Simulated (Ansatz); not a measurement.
TeO3:
```xyz
4
Lattice="3.7601 0.0000 0.0000 0.0000 3.7601 0.0000 0.0000 0.0000 3.7601" Properties=species:S:1:pos:R:3 pbc="T T T"
Te     0.0000     0.0000     0.0000
O      1.8801     0.0000     0.0000
O      0.0000     0.0000     1.8801
O      0.0000     1.8801     0.0000
```

Relaxed with r²SCAN.

**Question.** Give the Bader charges and basin volumes of the independent atoms, r²SCAN (plane waves, PAW; program Ansatz).

**Answer.** 

| atom | Bader charge (e) | Bader volume (Å³) |
|---|---|---|
| Te1 | +3.76 | 7.7 |
| O2 | -1.25 | 14.6 |

Space group Pm-3m (ReO3 type). The start of the workflow was typed in or built on a structure type; neither database checked (COD, Materials Project) lists it. COD files the formula under space group No. 167. Whether it is the stable phase at ambient conditions was not checked. Symmetry was held in the r²SCAN relaxation; whether a distortion lowers the energy is not shown. Scalar-relativistic: spin–orbit coupling is off unless named, which matters more the heavier the elements.

Potentials: the earlier of the program's two PAW sets.
